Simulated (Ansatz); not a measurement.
Input and output for I: DFT, PBEsol, all-electron LAPW, scalar-relativistic (Ansatz 0.2.0).

The cell comes from a relaxation on PAW files under the same functional, begun from a database entry that needn't be the ground state.

Command: `ansatz run input.yaml --threads 4 --pin off --max-ram 10240MiB --backend cpu --events-out ev --progress --plain --runs-dir out` It took 36 s on 4 threads of Arm Neoverse V2, on a shared host, peak memory 1 GiB.

```yaml
crystal:
  lattice:
    - [3.7522291201, -2.1915472551, 0.0]
    - [3.7522291201, 2.1915472551, 0.0]
    - [0.0, 0.0, 9.6437559794]
  atoms:
    - { symbol: I, position: [0.8271558589, 0.1728441411, 0.1227793165] }
    - { symbol: I, position: [0.6728441411, 0.3271558589, 0.6227793165] }
    - { symbol: I, position: [0.1728441411, 0.8271558589, 0.8772206835] }
    - { symbol: I, position: [0.3271558589, 0.6728441411, 0.3772206835] }
kpoints:
  mp_grid: { grid: [9, 9, 4] }
scf:
  occupations: { method: fermi_dirac, width: 0.05 }
hamiltonian:
  xc: pbesol
  pseudopotentials: { kind: all_electron, lapw: { basis_error: 0.0005 } }
output:
  forces: true
  stress: true
  eigenvalues: true
```

Output:

```
LAPW: plane waves up to 8.273 Å⁻¹, error target 5.0e-4 eV per atom; small_component_spin mean_spin; I in spheres of 1.406 Å, 25 of its electrons in bands, Dirac shells [] (how accurate: hamiltonian.pseudopotentials.lapw.basis_error, Limitations)
Engine: ansatz 0.2.0
Pseudopotentials: kind: all_electron
Pseudopotential: I, LAPW, valence charge 25, lapw/all_electron/scalar/gaussian/I, Koelling and Harmon's equation, gaussian nucleus
Functional definition: PBEsol
  exchange = pbesol_x
  correlation = pbesol_c
Crystal: 4 atoms, lattice volume = 158.605 Å³
Basis set: ecut = 260.78290128775757 eV, 1509 PW (Γ), exchange–correlation at level 2
Bands: 60, of which v1, the nominal top of the filled ones, is band 50 counted from 1 (49 counted from 0)
Symmetry: 8 space group operations
Space group: Cmce (ITA 64), of the structure as read, at distance tolerance 5.4e-5 Å
k-points: 75 of 324
Non-local potential: I, projectors of the file, none
Initial density: superposition of atomic densities (chi_scale 0.1, normalization cell)
Initial wavefunctions: plane waves of lowest kinetic energy (no species holds an atomic orbital)
Functional: x = pbesol(κ = 0.804, μ = 0.12345679012345678), c = pbesol(β = 0.046)
iter 1 solved again at ethr=3.47e-4 eV; its pass at ethr=1.00e-1 eV (dr2=3.47e-1 eV) is discarded
SCF iter   1: F=—  HF=-774245.374274 eV  |F-HF|=—  |Δ(HF+E_count)|=         —  Δρ=1.36e-2  dr2=3.43e-1  ethr=3.47e-4  ⟨swp⟩=3.0  Hψ=28938  notcnv=0
preconditioner: auto → Resta (q_TF=auto, 2.526 Å⁻¹)  ε∞=3.0  [insulator: Δε(μ)=1.008 eV  Ē_g=11.119 eV  σ=0.050 eV  W_gap=1.00  n_scr=36 (ndim 8)  ℏωp=15.6 eV  f_vac=0.194  D(μ)=0.00/eV (n_scr^D=0)  ε∞_Penn≈3.0]
SCF iter   2: F=—  HF=-774245.211948 eV  |F-HF|=—  |Δ(HF+E_count)|=   1.62e-1  Δρ=7.02e-3  dr2=9.50e-2  ethr=3.43e-4  ⟨swp⟩=2.2  Hψ=13813  notcnv=0
iter 3 solved again at ethr=4.07e-6 eV; its pass at ethr=9.50e-5 eV (dr2=4.07e-3 eV) is discarded
SCF iter   3: F=—  HF=-774245.170734 eV  |F-HF|=—  |Δ(HF+E_count)|=   4.12e-2  Δρ=1.25e-3  dr2=4.08e-3  ethr=4.07e-6  ⟨swp⟩=2.0  Hψ=23665  notcnv=0
SCF iter   4: F=—  HF=-774245.172376 eV  |F-HF|=—  |Δ(HF+E_count)|=         —  Δρ=4.66e-4  dr2=6.54e-4  ethr=4.07e-6  ⟨swp⟩=2.0  Hψ=13054  notcnv=0
the basis was enlarged: its passes take 810.0 KiB over the memory plan, 4 of 4 planned eigensolver slots
SCF iter   5: F=—  HF=-774245.172220 eV  |F-HF|=—  |Δ(HF+E_count)|=   1.56e-4  Δρ=1.04e-4  dr2=2.68e-5  ethr=6.54e-7  ⟨swp⟩=2.9  Hψ=13176  notcnv=0
SCF iter   6: F=—  HF=-774245.172236 eV  |F-HF|=—  |Δ(HF+E_count)|=   1.58e-5  Δρ=4.60e-5  dr2=4.48e-6  ethr=2.68e-8  ⟨swp⟩=3.0  Hψ=13796  notcnv=0
SCF iter   7: F=—  HF=-774245.172239 eV  |F-HF|=—  |Δ(HF+E_count)|=   3.26e-6  Δρ=1.54e-5  dr2=5.60e-7  ethr=4.48e-9  ⟨swp⟩=3.0  Hψ=13798  notcnv=0
SCF iter   8: F=-774245.172239 eV  HF=-774245.172239 eV  |F-HF|=3.14e-8  |Δ(HF+E_count)|=   2.23e-7  Δρ=3.25e-6  dr2=1.71e-8  ethr=5.60e-10  ⟨swp⟩=3.0  Hψ=13806  notcnv=0
SCF 1 converged in 8 iterations: F = -774245.172239 eV  dr2 = 1.71e-8
SCF converged after 8 iterations
Free energy (F): -774245.172239 eV
Harris-Foulkes:  -774245.172239 eV  (|F-HF|=3.14e-8)
Internal energy: -774245.172221 eV  (E = F + TS)
E sigma→0 (E₀):  -774245.172230 eV
Entropy (-TS):   -0.000018 eV (-0.005 meV/atom)
Fermi energy:    7.789706 eV
--- Per-component energies (eV) ---
  E_band       = -5520.287282
  E_kinetic    = 819370.588190
  E_xc         = -19433.031482
  E_electrostatic = -1574182.728929  (all electrons and nuclei)
  E_smearing   = -0.000018  (= −TS)
  E_closure    = 0.000000  (closes the sum)
  E_atoms      = -774238.207201  (free atoms, spherical and without spin; not in F)
  Σ components = -774245.172239   (vs F -774245.172239, Δ=0.00e0)
  Basis errors (estimates in eV, not in F): energy 3.1e-4 per atom: plane waves 3.0e-4 (1.6e-4 summed), levels above the bands 8.3e-70, relativity 3.0e-8, radial functions 1.8e-5, core shells 2.7e-9; eigenvalues (radial functions only) 2.0e-7; not estimated: angular momenta, meshes, grids; target (lapw.basis_error) 5.0e-4; muffin-tin radii I 1.406 Å
--- Forces (eV/Å), atoms counted from 1 ---
  atom   1  I     -0.00000000    -0.00218055    -0.00518449
  atom   2  I     -0.00000000     0.00218055    -0.00518449
  atom   3  I     -0.00000000     0.00218055     0.00518449
  atom   4  I     -0.00000000    -0.00218055     0.00518449
  max |Σ_I F_I| component: 2.08e-17 eV/Å
--- Stress (GPa, compression-positive) ---
        0.013287       0.000000      -0.000000
        0.000000       0.020208      -0.000000
       -0.000000      -0.000000       0.020782
  P = ⅓ Tr σ = 0.0181 GPa (0.181 kbar)
--- Band table (eV; the first three rows and the last of 75) ---
  k-point 0: bands = ["-167.4382", "-167.4382", "-167.4381", "-167.4381", "-114.6838", "-114.6837", "-114.6818", "-114.6818", "-114.4563", "-114.4562", "-114.4562", "-114.4561", "-114.3654", "-114.3654", "-114.3653", "-114.3653", "-37.6061", "-37.5961", "-37.5383", "-37.5354", "-37.5325", "-37.5239", "-37.5168", "-37.5101", "-37.4556", "-37.4544", "-37.4374", "-37.4362", "-37.2593", "-37.2585", "-37.2581", "-37.2573", "-37.2557", "-37.2532", "-37.2517", "-37.2488", "-6.4311", "-5.5655", "-4.8922", "-3.3559", "2.5727", "4.3056", "5.5689", "5.7236", "5.8509", "5.8611", "6.3595", "6.5225", "6.8591", "7.3965", "8.4832", "9.3486", "11.9919", "12.2546", "12.8618", "13.8865", "14.5129", "15.2756", "15.3431", "15.6245"]
  k-point 1: bands = ["-167.4382", "-167.4382", "-167.4381", "-167.4381", "-114.6838", "-114.6837", "-114.6818", "-114.6818", "-114.4563", "-114.4562", "-114.4562", "-114.4561", "-114.3654", "-114.3654", "-114.3653", "-114.3653", "-37.6048", "-37.5977", "-37.5368", "-37.5345", "-37.5331", "-37.5263", "-37.5151", "-37.5108", "-37.4555", "-37.4546", "-37.4373", "-37.4364", "-37.2592", "-37.2587", "-37.2578", "-37.2573", "-37.2555", "-37.2539", "-37.2510", "-37.2491", "-6.3576", "-5.8169", "-4.5565", "-3.5449", "2.8046", "4.0070", "5.4845", "5.5350", "5.9005", "6.2345", "6.3210", "6.5711", "6.9890", "7.3435", "8.4280", "9.0693", "12.2301", "12.4126", "12.8971", "13.5789", "14.5317", "14.9465", "15.4804", "15.7223"]
  k-point 2: bands = ["-167.4382", "-167.4382", "-167.4381", "-167.4381", "-114.6837", "-114.6837", "-114.6818", "-114.6818", "-114.4563", "-114.4563", "-114.4562", "-114.4562", "-114.3654", "-114.3654", "-114.3653", "-114.3653", "-37.6014", "-37.6014", "-37.5346", "-37.5346", "-37.5309", "-37.5309", "-37.5126", "-37.5126", "-37.4551", "-37.4551", "-37.4368", "-37.4368", "-37.2590", "-37.2590", "-37.2576", "-37.2576", "-37.2549", "-37.2549", "-37.2499", "-37.2499", "-6.1432", "-6.1432", "-4.0100", "-4.0100", "3.3754", "3.3754", "5.4689", "5.4689", "6.0402", "6.0402", "6.6065", "6.6065", "7.1944", "7.1944", "8.5840", "8.5840", "12.7142", "12.7142", "12.8680", "12.8680", "14.6477", "14.6477", "15.8266", "15.8266"]
  k-point 74: bands = ["-167.4382", "-167.4382", "-167.4381", "-167.4381", "-114.6837", "-114.6837", "-114.6818", "-114.6818", "-114.4563", "-114.4563", "-114.4561", "-114.4561", "-114.3654", "-114.3654", "-114.3653", "-114.3653", "-37.6013", "-37.6013", "-37.5346", "-37.5346", "-37.5308", "-37.5308", "-37.5127", "-37.5127", "-37.4551", "-37.4551", "-37.4367", "-37.4367", "-37.2587", "-37.2587", "-37.2574", "-37.2574", "-37.2546", "-37.2546", "-37.2499", "-37.2499", "-5.8156", "-5.8156", "-3.8768", "-3.8768", "3.2562", "3.2562", "3.8265", "3.8265", "5.3547", "5.3547", "6.0164", "6.0164", "6.1073", "6.1073", "8.6900", "8.6900", "13.0961", "13.0961", "14.1037", "14.1037", "14.8408", "14.8408", "17.2154", "17.2154"]
```

Spin–orbit coupling is left out, which matters for the heavy atoms.
